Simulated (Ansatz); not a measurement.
Relaxed Mg (hcp, Mg type):

```xyz
4
Lattice="6.3728 0.0000 0.0000 -1.5932 2.7595 0.0000 0.0000 0.0000 5.2238" Properties=species:S:1:pos:R:3 pbc="T T T"
Mg     0.0000     1.8397     3.9178
Mg     3.1864     1.8397     3.9178
Mg     1.5932     0.9198     1.3059
Mg     4.7796     0.9198     1.3059
```

In this cell atom 2 (Mg, nearest neighbour Mg at 3.186 Å; its periodic images, 3.2 Å or more away, move with it) is moved by s along Cartesian x, unit vector (1.000, 0.000, 0.000); all other atoms and the cell stay fixed.

Computed with PBE (plane waves to 420 eV, PAW, scalar-relativistic; Ansatz, a program for electronic structure). k mesh 7×14×7 (Γ-centred), Fermi-Dirac smearing 0.05 eV. Energies are smeared free energies. With partly filled bands, energies and forces of such displacements shift with the k mesh and the smearing. Mg was relaxed with its symmetry unable to fall. The zero of ΔE is the undisplaced structure.

Task: Give the computed ΔE (meV/cell) at s (Å) = -0.960, -0.768, -0.576, -0.384, -0.192, 0.192, 0.576, 0.960.

Result: 
| s (Å) | ΔE (meV/cell) |
|---|---|
| -0.960 | 1610 |
| -0.768 | 908 |
| -0.576 | 461 |
| -0.384 | 190 |
| -0.192 | 45 |
| 0.192 | 45 |
| 0.576 | 458 |
| 0.960 | 1598 |

(A displaced cell: forces are minus the slopes of the energy, force constants its curvatures, and phonons follow from these.)
